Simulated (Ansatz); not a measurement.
YIr (CsCl type, Pm-3m) at seven volumes, plane-wave PAW PBEsol (Ansatz code), scaled uniformly. One row is withheld.

```tsv
V (Å³/atom)	P (GPa)
17.655	16.69
18.237	10.20
18.819	?
19.401	0.00
19.983	-3.98
20.565	-7.36
21.147	-10.23
```

Q: Fit the shown pressures and predict the withheld one.

A: P = (3/2)B₀(x^(7/2) − x^(5/2))[1 + (3/4)(B′ − 4)(x − 1)] with x = (V₀/V)^(2/3). Least squares on the six rows gives V₀ = 19.401 Å³/atom, B₀ = 144 GPa, B′ = 4.42. At V = 18.819, x = 1.0205 and P = 4.69 GPa. The run itself gave 4.68 GPa.

The workflow started from an entry of the Crystallography Open Database (COD). Its standing as an ambient phase is unchecked. The PBEsol relaxation kept the symmetry of its start; its stability against distortions is not shown here. No spin polarisation was allowed. Spin–orbit coupling is left out wherever it is not named.

Potentials: the later of the program's two PAW sets.
